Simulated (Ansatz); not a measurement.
Ansatz input

```yaml
crystal:
  lattice:
    - [2.4476145418, 0.0, 0.0]
    - [-1.2238072709, 2.1196963718, 0.0]
    - [0.0, 0.0, 4.0142547289]
  atoms:
    - { symbol: Ni, position: [0.3333333333, 0.6666666667, 0.25], spin: 0.663 }
    - { symbol: Ni, position: [0.6666666667, 0.3333333333, 0.75], spin: 0.663 }
hamiltonian:
  xc: pbesol
  pseudopotentials:
    kind: paw
    azcp:
      Ni: "pseudopotentials/Ni.paw.azcp"
basis:
  ecutwfc: 420
  fft_grid_basis: typed
kpoints:
  mp_grid: { grid: [24, 24, 13], shift: [0, 0, 0] }
magnetization:
  spin_polarized: true
scf:
  occupations: { method: fermi_dirac, width: 0.05 }
```

Output

```
Warning: the record states the generating functional pbe (its physics header spells it `PBE`), which answers neither for hamiltonian.xc's functional nor for the pbesol family's — results may be inconsistent (PPs are generated against a specific XC)
Engine: ansatz 0.2.0, x86_64-unknown-linux-gnu
Pseudopotentials: kind: paw
Pseudopotential: Ni, paw, valence charge 18, recommended cutoff 420 eV (normal) 
Functional definition: PBEsol
  exchange = pbesol_x
  correlation = pbesol_c
Crystal: 2 atoms, lattice volume = 20.827 Å³
Basis set: ecut = 420 eV, 391 PW (Γ)
Bands: 23, of which v1, the nominal top of the filled ones, is band 18 counted from 1 (17 counted from 0)
Symmetry: 24 space group operations
Space group: P63/mmc (ITA 194), of the structure as read, at distance tolerance 2.8e-5 Å
Magnetic group: BNS 194.263 (UNI 1493), of the structure as read, at distance tolerance 2.8e-5 Å
k-points: 427 of 7488
Non-local potential: Ni, projectors of the file, l = 0: 3, l = 1: 2, l = 2: 3, l = 3: 1
PAW form: soft (Blöchl's): semilocal exchange-correlation on the pseudo side does not see the compensation charge
PAW frozen core: Ni, regenerated for the run's functional, and the local potential with it (the file was generated under x = pbe(κ = 0.804, μ = 0.2195149727645171), c = pbe(β = 0.06672455060314922))
PAW one-centre angular grid: Ni, 590 points (default); XC on 64 Gauss nodes
Initial density: superposition of atomic densities (chi_scale 0.1, normalization cell)
Starting moments: Σ|m| = 1.326 μB on 2 of 2 sites
Initial wavefunctions: pseudopotential atomic-orbital guess
Functional: x = pbesol(κ = 0.804, μ = 0.12345679012345678), c = pbesol(β = 0.046)
SCF iter   1: F=—  HF=-11608.606268 eV  |F-HF|=—  |Δ(HF+E_count)|=         —  Δρ=1.12e-1 (↑1.54e-2 ↓1.12e-1)  dr2=1.85e0  dr2_m=5.28e-1  M=1.732 μB ∫|m|=1.811 μB  β_m=0.30  ethr=3.10e-3  ⟨swp⟩=5.1  Hψ=72736  notcnv=0
Mixer restart at iter 1: flushing history
SCF iter   2: F=—  HF=-11608.092517 eV  |F-HF|=—  |Δ(HF+E_count)|=   5.14e-1  Δρ=3.13e-2 (↑3.13e-2 ↓2.53e-2)  dr2=2.59e-2  dr2_m=1.37e-1  M=1.579 μB ∫|m|=1.678 μB  β_m=0.33  ethr=3.10e-3  ⟨swp⟩=2.5  Hψ=37120  notcnv=0  defer=128
SCF iter   3: F=—  HF=-11608.811206 eV  |F-HF|=—  |Δ(HF+E_count)|=   7.19e-1  Δρ=1.97e-2 (↑1.97e-2 ↓4.93e-3)  dr2=2.91e-2  dr2_m=1.92e-2  M=1.468 μB ∫|m|=1.587 μB  β_m=0.49  ethr=7.20e-5  ⟨swp⟩=2.1  Hψ=36103  notcnv=0  defer=128
SCF iter   4: F=—  HF=-11609.530482 eV  |F-HF|=—  |Δ(HF+E_count)|=   7.19e-1  Δρ=1.86e-2 (↑1.70e-2 ↓1.86e-2)  dr2=1.36e-1  dr2_m=1.13e-3  M=1.361 μB ∫|m|=1.500 μB  β_m=0.46  ethr=7.20e-5  ⟨swp⟩=2.2  Hψ=32692  notcnv=0  defer=128
SCF iter   5: F=—  HF=-11609.824910 eV  |F-HF|=—  |Δ(HF+E_count)|=   2.94e-1  Δρ=3.95e-3 (↑1.29e-3 ↓3.95e-3)  dr2=3.12e-3  dr2_m=4.81e-4  M=1.334 μB ∫|m|=1.479 μB  β_m=0.57  ethr=7.20e-5  ⟨swp⟩=2.8  Hψ=40656  notcnv=0  defer=128
SCF iter   6: F=—  HF=-11609.896645 eV  |F-HF|=—  |Δ(HF+E_count)|=   7.17e-2  Δρ=1.68e-3 (↑6.84e-4 ↓1.68e-3)  dr2=4.85e-4  dr2_m=1.30e-4  M=1.295 μB ∫|m|=1.447 μB  β_m=0.78  ethr=8.65e-6  ⟨swp⟩=2.2  Hψ=35412  notcnv=0  defer=159
SCF iter   7: F=—  HF=-11609.907817 eV  |F-HF|=—  |Δ(HF+E_count)|=   1.12e-2  Δρ=1.70e-3 (↑4.54e-4 ↓1.70e-3)  dr2=4.73e-4  dr2_m=1.13e-4  M=1.282 μB ∫|m|=1.436 μB  β_m=0.89  ethr=1.35e-6  ⟨swp⟩=2.0  Hψ=30605  notcnv=0  defer=164
SCF iter   8: F=—  HF=-11609.909671 eV  |F-HF|=—  |Δ(HF+E_count)|=   1.85e-3  Δρ=5.00e-4 (↑1.21e-4 ↓5.00e-4)  dr2=2.37e-5  dr2_m=1.60e-5  M=1.276 μB ∫|m|=1.430 μB  β_m=0.95  ethr=1.31e-6  ⟨swp⟩=2.0  Hψ=28323  notcnv=0  defer=164
SCF iter   9: F=—  HF=-11609.909729 eV  |F-HF|=—  |Δ(HF+E_count)|=   5.79e-5  Δρ=5.85e-5 (↑5.57e-5 ↓5.85e-5)  dr2=1.32e-8  dr2_m=6.05e-7  M=1.275 μB ∫|m|=1.429 μB  β_m=0.87  ethr=6.59e-8  ⟨swp⟩=2.2  Hψ=29702  notcnv=0  defer=164
SCF iter  10: F=—  HF=-11609.909729 eV  |F-HF|=—  |Δ(HF+E_count)|=   3.99e-8  Δρ=3.71e-5 (↑1.49e-5 ↓3.71e-5)  dr2=3.21e-7  dr2_m=2.94e-8  M=1.275 μB ∫|m|=1.429 μB  β_m=0.82  ethr=3.68e-11  ⟨swp⟩=2.6  Hψ=36882  notcnv=0  defer=164
SCF iter  11: F=—  HF=-11609.909729 eV  |F-HF|=—  |Δ(HF+E_count)|=   1.13e-7  Δρ=3.79e-6 (↑1.43e-6 ↓3.79e-6)  dr2=3.21e-9  dr2_m=4.09e-10  M=1.275 μB ∫|m|=1.429 μB  β_m=0.89  ethr=3.68e-11  ⟨swp⟩=2.1  Hψ=35709  notcnv=0  defer=164
SCF iter  12: F=-11609.909729 eV  HF=-11609.909729 eV  |F-HF|=3.57e-10  |Δ(HF+E_count)|=   2.45e-9  Δρ=1.45e-6 (↑5.62e-7 ↓1.45e-6)  dr2=4.86e-10  dr2_m=4.37e-11  M=1.275 μB ∫|m|=1.429 μB  ethr=8.91e-12  ⟨swp⟩=1.6  Hψ=52260  notcnv=0
SCF 1 converged in 12 iterations: F = -11609.909729 eV  dr2 = 4.86e-10
SCF converged after 12 iterations
Magnetization: 1.2751 μB (18.6375 up, 17.3625 down)
Absolute magnetization: 1.4304 μB (∫|ρ↑−ρ↓|, with the PAW one-centre terms)
Spin contamination: 0.0114 ħ² per cell (⟨S²⟩ above its minimum at these occupations)
Per-site moments (μB) at R_I (Å): [(0.6711990860813128, 1.009640998475589), (0.6711990860813132, 1.009640998475589)]
Free energy (F): -11609.909729 eV
Harris-Foulkes:  -11609.909729 eV  (|F-HF|=3.57e-10)
Internal energy: -11609.876244 eV  (E = F + TS)
E sigma→0 (E₀):  -11609.892987 eV
Entropy (-TS):   -0.033486 eV (-16.743 meV/atom)
Fermi energy:    19.048855 eV
--- Per-component energies (eV) ---
  E_band       = -538.478343
  E_kinetic    = 566.358092
  E_local      = -6726.801928  (includes V_loc(G=0)·N_el)
  E_nonlocal   = 1271.941916
  E_hartree    = 2806.913215
  E_xc         = -169.721536
  E_vxc        = -219.675295  (∫ρ·V_xc dr)
  E_paw        = -3188.442190  (= ΣΔE_a)
  E_vpaw       = -1044.130905  (= ΣTr[D̂ρ^β])
  E_aug_tail   = 0.000993  (compensation charges beyond the density's cutoff)
  E_ewald      = -6170.519383
  E_core_change = 0.394578  (= ΣΔE_core)
  E_smearing   = -0.033486  (= −TS)
  E_closure    = -0.000000  (closes the sum)
  Σ components = -11609.909729   (vs F -11609.909729, Δ=0.00e0)
```
